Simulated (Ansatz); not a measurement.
Input, command and steps of an Ansatz relaxation.

```yaml
crystal:
  lattice:
    - [1.2867769129, 0.7429209971, 14.7936304579]
    - [-1.2867769129, 0.7429209971, 14.7936304579]
    - [0.0, -1.4858419941, 14.7936304579]
  atoms:
    - { symbol: C, position: [0.0177823044, 0.0177823044, 0.0177823044] }
    - { symbol: C, position: [0.9822176956, 0.9822176956, 0.9822176956] }
    - { symbol: C, position: [0.17260103, 0.17260103, 0.17260103] }
    - { symbol: C, position: [0.82739897, 0.82739897, 0.82739897] }
    - { symbol: C, position: [0.2081410551, 0.2081410551, 0.2081410551] }
    - { symbol: C, position: [0.7918589449, 0.7918589449, 0.7918589449] }
    - { symbol: C, position: [0.2681431952, 0.2681431952, 0.2681431952] }
    - { symbol: C, position: [0.7318568048, 0.7318568048, 0.7318568048] }
    - { symbol: C, position: [0.3036864294, 0.3036864294, 0.3036864294] }
    - { symbol: C, position: [0.6963135706, 0.6963135706, 0.6963135706] }
    - { symbol: C, position: [0.4104520109, 0.4104520109, 0.4104520109] }
    - { symbol: C, position: [0.5895479891, 0.5895479891, 0.5895479891] }
    - { symbol: C, position: [0.446596484, 0.446596484, 0.446596484] }
    - { symbol: C, position: [0.553403516, 0.553403516, 0.553403516] }
basis:
  ecutwfc: 420
kpoints:
  mp_grid: { grid: [12, 12, 12] }
hamiltonian:
  xc: lda
scf:
  occupations: { method: gaussian, width: 0.02 }
output:
  forces: true
  stress: true
  eigenvalues: true
relax:
  adjacent_minimum: "off"
  f_tol: 0.01
  max_steps: 30
  cell: { stress_tol: 0.1, fix: [volume] }
```

```bash
ansatz run input.yaml --threads 4 --pin off --max-ram 10240MiB --backend cpu --events-out ev --progress --plain --runs-dir out
```

Level of theory: DFT LDA, scalar-relativistic, plane waves, PAW in Ansatz.

The volume is held at 1.1 times that of the relaxed cell.

Of 4 frames 3 are shown, positions in Å and forces in eV/Å; the SCF threshold varies from step to step. Steps run on the plane waves of an earlier cell, with a Pulay correction in the pressure. The basis is chosen afresh for the last frame, the zero of the energies, and at times for earlier ones too; energy and pressure can step there, also at an unchanged geometry. Where two frames share a geometry here, they differ by under 2 meV/atom and 0.3 GPa.

```xyz
14
Lattice="1.2868 0.7429 14.7936 -1.2868 0.7429 14.7936 0.0000 -1.4858 14.7936" Properties=species:S:1:pos:R:3:forces:R:3 pbc="T T T" step=1 free_energy_over_end_meV_per_atom=0.00 pressure_GPa=-37.38
C     0.0000    0.0000    0.7892    0.0000    0.0000    0.0032
C     0.0000    0.0000   43.5917    0.0000    0.0000   -0.0032
C     0.0000    0.0000    7.6602    0.0000    0.0000   -0.0030
C     0.0000    0.0000   36.7207    0.0000    0.0000    0.0030
C     0.0000    0.0000    9.2375    0.0000    0.0000    0.0117
C     0.0000    0.0000   35.1434    0.0000    0.0000   -0.0117
C     0.0000    0.0000   11.9004    0.0000    0.0000   -0.0118
C     0.0000    0.0000   32.4805    0.0000    0.0000    0.0118
C     0.0000    0.0000   13.4779    0.0000    0.0000    0.0025
C     0.0000    0.0000   30.9030    0.0000    0.0000   -0.0025
C     0.0000    0.0000   18.2162    0.0000    0.0000   -0.0295
C     0.0000    0.0000   26.1647    0.0000    0.0000    0.0295
C     0.0000    0.0000   19.8204    0.0000    0.0000    0.0296
C     0.0000    0.0000   24.5605    0.0000    0.0000   -0.0296
14
Lattice="1.2869 0.7430 14.7914 -1.2869 0.7430 14.7914 0.0000 -1.4860 14.7914" Properties=species:S:1:pos:R:3:forces:R:3 pbc="T T T" step=2 free_energy_over_end_meV_per_atom=0.00 pressure_GPa=-37.38
C     0.0000    0.0000    0.7892    0.0000    0.0000   -0.0029
C     0.0000    0.0000   43.5850    0.0000    0.0000    0.0029
C     0.0000    0.0000    7.6589    0.0000    0.0000    0.0020
C     0.0000    0.0000   36.7153    0.0000    0.0000   -0.0020
C     0.0000    0.0000    9.2362    0.0000    0.0000   -0.0008
C     0.0000    0.0000   35.1380    0.0000    0.0000    0.0008
C     0.0000    0.0000   11.8985    0.0000    0.0000    0.0008
C     0.0000    0.0000   32.4757    0.0000    0.0000   -0.0008
C     0.0000    0.0000   13.4759    0.0000    0.0000   -0.0017
C     0.0000    0.0000   30.8983    0.0000    0.0000    0.0017
C     0.0000    0.0000   18.2132    0.0000    0.0000   -0.0105
C     0.0000    0.0000   26.1611    0.0000    0.0000    0.0105
C     0.0000    0.0000   19.8178    0.0000    0.0000    0.0104
C     0.0000    0.0000   24.5565    0.0000    0.0000   -0.0104
14
Lattice="1.2868 0.7429 14.7933 -1.2868 0.7429 14.7933 0.0000 -1.4859 14.7933" Properties=species:S:1:pos:R:3:forces:R:3 pbc="T T T" step=4 free_energy_over_end_meV_per_atom=0.00 pressure_GPa=-37.38
C     0.0000    0.0000    0.7892    0.0000    0.0000   -0.0010
C     0.0000    0.0000   43.5908    0.0000    0.0000    0.0010
C     0.0000    0.0000    7.6600    0.0000    0.0000    0.0000
C     0.0000    0.0000   36.7201    0.0000    0.0000    0.0000
C     0.0000    0.0000    9.2373    0.0000    0.0000    0.0017
C     0.0000    0.0000   35.1427    0.0000    0.0000   -0.0017
C     0.0000    0.0000   11.9002    0.0000    0.0000   -0.0017
C     0.0000    0.0000   32.4798    0.0000    0.0000    0.0017
C     0.0000    0.0000   13.4777    0.0000    0.0000    0.0000
C     0.0000    0.0000   30.9023    0.0000    0.0000    0.0000
C     0.0000    0.0000   18.2152    0.0000    0.0000   -0.0016
C     0.0000    0.0000   26.1648    0.0000    0.0000    0.0016
C     0.0000    0.0000   19.8206    0.0000    0.0000    0.0015
C     0.0000    0.0000   24.5595    0.0000    0.0000   -0.0015
```

It took 20 s on 4 threads of Intel(R) Xeon(R) 6975P-C (Granite Rapids), on a shared host, peak memory 0.84 GiB.